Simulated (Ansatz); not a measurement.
An Ansatz (a quantum-chemistry and plane-wave program) run. Input:

Ansatz 0.2 input:
```yaml
crystal:
  lattice:
    - [0.0, 2.7528747106, 2.7528747106]
    - [2.7528747106, 0.0, 2.7528747106]
    - [2.7528747106, 2.7528747106, 0.0]
  atoms:
    - { symbol: P, position: [0.0, 0.0, 0.0] }
    - { symbol: Ir, position: [0.25, 0.25, 0.25] }
    - { symbol: Ir, position: [0.75, 0.75, 0.75] }
kpoints:
  mp_grid: { grid: [27, 27, 27] }
hamiltonian:
  xc: lda
  pseudopotentials: { kind: paw }
scf:
  occupations: { method: fermi_dirac, width: 0.1 }
elastic: { mode: relaxed_ion, stencil: two_point, amplitude: 0.005, f_tol: 0.0005 }
```

Output (shortened):

```
Pseudopotential: P, paw, valence charge 5
Pseudopotential: Ir, paw, valence charge 17
Functional definition: SPW92
Crystal: 3 atoms, lattice volume = 41.724 Å³
Basis set: ecut = 420 eV, 869 PW (Γ)
Bands: 24, of which v1, the nominal top of the filled ones, is band 20 counted from 1 (19 counted from 0)
Symmetry: 48 space group operations
Space group: Fm-3m (ITA 225), of the structure as read, at distance tolerance 3.5e-5 Å
k-points: 560 of 19683
SCF 1 converged in 10 iterations: F = -24054.095470 eV  dr2 = 3.51e-15
Crystal: 3 atoms, lattice volume = 41.516 Å³
Basis set: ecut = 420 eV, 853 PW (Γ)
Symmetry: 16 space group operations
k-points: 1470 of 19683
SCF 2 converged in 9 iterations: F = -24054.093295 eV  dr2 = 2.61e-15
Crystal: 3 atoms, lattice volume = 41.933 Å³
SCF 3 converged in 7 iterations: F = -24054.093420 eV  dr2 = 8.42e-15
Crystal: 3 atoms, lattice volume = 41.724 Å³
Symmetry: 8 space group operations
k-points: 2744 of 19683
SCF 4 converged in 9 iterations: F = -24054.095288 eV  dr2 = 5.51e-14
relax step   1: F+E_penalty+E_count = -24054.09528788 eV  Δ(F+E_penalty+E_count) = +0.000e0 eV  max|allowed force component| = 1.523e-2 eV/Å  Δτ_max = 0.0000 Å  (9 SCF iters, accepted)
Crystal: 3 atoms, lattice volume = 41.724 Å³
SCF 5 converged in 7 iterations: F = -24054.095297 eV  dr2 = 5.03e-15
relax step   2: F+E_penalty+E_count = -24054.09529737 eV  Δ(F+E_penalty+E_count) = -9.487e-6 eV  max|allowed force component| = 6.572e-4 eV/Å  Δτ_max = 0.0007 Å  (7 SCF iters, accepted)
Crystal: 3 atoms, lattice volume = 41.724 Å³
SCF 6 converged in 9 iterations: F = -24054.095297 eV  dr2 = 1.04e-19
relax step   3: F+E_penalty+E_count = -24054.09529738 eV  Δ(F+E_penalty+E_count) = -1.770e-8 eV  max|allowed force component| = 5.445e-8 eV/Å  Δτ_max = 0.0000 Å  (9 SCF iters, accepted)
Crystal: 3 atoms, lattice volume = 41.724 Å³
SCF 7 converged in 6 iterations: F = -24054.095297 eV  dr2 = 0.0
Crystal: 3 atoms, lattice volume = 41.724 Å³
SCF 8 converged in 9 iterations: F = -24054.095288 eV  dr2 = 3.26e-14
relax step   1: F+E_penalty+E_count = -24054.09528788 eV  Δ(F+E_penalty+E_count) = +0.000e0 eV  max|allowed force component| = 1.523e-2 eV/Å  Δτ_max = 0.0000 Å  (9 SCF iters, accepted)
Crystal: 3 atoms, lattice volume = 41.724 Å³
SCF 9 converged in 7 iterations: F = -24054.095297 eV  dr2 = 3.64e-15
relax step   2: F+E_penalty+E_count = -24054.09529738 eV  Δ(F+E_penalty+E_count) = -9.505e-6 eV  max|allowed force component| = 1.297e-6 eV/Å  Δτ_max = 0.0006 Å  (7 SCF iters, accepted)
Crystal: 3 atoms, lattice volume = 41.724 Å³
SCF 10 converged in 6 iterations: F = -24054.095297 eV  dr2 = 0.0
SCF converged after 10 iterations
Free energy (F): -24054.095470 eV
Harris-Foulkes:  -24054.095470 eV  (|F-HF|=3.64e-12)
Internal energy: -24054.064737 eV  (E = F + TS)
E sigma→0 (E₀):  -24054.080104 eV
Entropy (-TS):   -0.030733 eV (-10.244 meV/atom)
Fermi energy:    20.852810 eV
--- Per-component energies (eV) ---
  E_band       = -257.414132
  E_kinetic    = 1333.625626
  E_local      = -2848.271427  (includes V_loc(G=0)·N_el)
  E_nonlocal   = 193.131941
  E_hartree    = 1109.042528
  E_xc         = -599.133567
  E_vxc        = -667.375024  (∫ρ·V_xc dr)
  E_paw        = -18447.839210  (= ΣΔE_a)
  E_vpaw       = -486.610407  (= ΣTr[D̂ρ^β])
  E_aug_tail   = 0.000099  (compensation charges beyond the density's cutoff)
  E_ewald      = -4795.561283
  E_core_change = 0.940556  (= ΣΔE_core)
  E_smearing   = -0.030733  (= −TS)
  E_closure    =  0.000000  (closes the sum)
  Σ components = -24054.095470   (vs F -24054.095470, Δ=0.00e0)
--- Forces (eV/Å), atoms counted from 1 ---
  atom   1  P      0.00000000     0.00000000     0.00000000
  atom   2  Ir     0.00000000     0.00000000     0.00000000
  atom   3  Ir     0.00000000     0.00000000     0.00000000
  max |Σ_I F_I| component: 5.55e-17 eV/Å
--- Stress (GPa, compression-positive) ---
        0.023531       0.000000       0.000000
        0.000000       0.023531       0.000000
        0.000000       0.000000       0.023531
  P = ⅓ Tr σ = 0.0235 GPa (0.235 kbar)
--- Band table (eV; the first three rows and the last of 560) ---
  k-point 0: bands = ["-71.4671", "-71.4112", "-28.4738", "-28.4738", "-28.4738", "-28.1731", "-28.1731", "-28.1731", "6.2165", "13.0947", "13.0947", "13.0947", "14.7178", "14.7178", "20.2752", "20.2752", "20.2752", "21.2086", "22.4861", "22.4861", "25.3080", …
  k-point 1: bands = ["-71.4669", "-71.4114", "-28.4729", "-28.4728", "-28.4728", "-28.1743", "-28.1742", "-28.1742", "6.2349", "13.0868", "13.1068", "13.1068", "14.7337", "14.7337", "20.2346", "20.2506", "20.2506", "21.2555", "22.4017", "22.4017", "25.1456", …
  k-point 2: bands = ["-71.4663", "-71.4120", "-28.4704", "-28.4699", "-28.4699", "-28.1780", "-28.1774", "-28.1774", "6.2894", "13.0644", "13.1430", "13.1430", "14.7811", "14.7811", "20.1165", "20.1768", "20.1768", "21.3935", "22.1720", "22.1720", "24.7130", …
  k-point 559: bands = ["-71.4396", "-71.4386", "-28.5446", "-28.5368", "-28.3416", "-28.3194", "-28.1255", "-28.1208", "8.3091", "13.0513", "13.2229", "15.1026", "16.3689", "16.3939", "16.6978", "18.1872", "18.2426", "18.9988", "19.4165", "19.7909", …
--- Elastic constants: 2 strain directions × 2 members + reference (group order 48) ---
  dense FFT box of the reference and of every strained cell: 27×27×27
  strains applied: 11, 23; error gains: componentwise 1.00 (the most a stress slope's error grows in a printed constant), spectral 1.73 (1 for all six strains …
  C = ∂σ_k/∂η_j (tension-positive GPa; Voigt order 11 22 33 23 13 12):
       649.256    151.207    151.207      0.000      0.000      0.000
       151.207    649.256    151.207      0.000      0.000      0.000
       151.207    151.207    649.256      0.000      0.000      0.000
         0.000      0.000      0.000     53.229      0.000      0.000
         0.000      0.000      0.000      0.000     53.229      0.000
         0.000      0.000      0.000      0.000      0.000     53.229
  reference stress σ⁰ (GPa):     -0.024     -0.024     -0.024      0.000      0.000      0.000
  moduli (Voigt/Reuss/Hill, GPa): K = 317.22/317.22/317.22   G = 131.55/77.65/104.60   E = 282.72   ν = 0.351
  mechanically stable: yes (min eigenvalue of sym C = 53.23 GPa)
  strain η (Voigt 11):  stress-route row diagonal C_11 = 649.26 GPa, energy-path curvature d²(F+E_count+ΔE)/dδ²/Ω₀ = 649.16 GPa
         δ    σ_11 (GPa)             F (eV)   n_scf  n_hpsi   n_pw
    -5.000e-3      -3.3461      -24054.0932948       9  673093    853   relax 0 steps, max|allowed force component| 1.11e-16 eV/Å
     5.000e-3       3.1465      -24054.0934201       7  538028    869   relax 0 steps, max|allowed force component| 1.11e-16 eV/Å
  strain η (Voigt 23):  stress-route row diagonal C_44 = 53.23 GPa, energy-path curvature d²(F+E_count+ΔE)/dδ²/Ω₀ = 53.24 GPa
         δ    σ_23 (GPa)             F (eV)   n_scf  n_hpsi   n_pw
    -5.000e-3      -0.2661      -24054.0952974       6  796680    869   relax 3 steps, max|allowed force component| 5.45e-8 eV/Å
     5.000e-3       0.2661      -24054.0952974       6  796611    869   relax 2 steps, max|allowed force component| 1.30e-6 eV/Å
```

Cost: very roughly 9 core-minutes on shared cores.

The first step of the workflow began from a Materials Project structure, measured or hypothetical; the Crystallography Open Database files this formula in space group No. 225, but the cells were not matched. Its standing as an ambient phase is unchecked. The LDA relaxation kept the symmetry of its start; of distortions, only those at the zone centre were tested. The run is not spin-polarised. As this level gives no gap, shear constants depend on the k-mesh and smearing (Fermi–Dirac, 0.1 eV here). Spin–orbit coupling is left out wherever it is not named.

Potentials: the later of the program's two PAW sets.

Ansatz is a plane-wave DFT program.
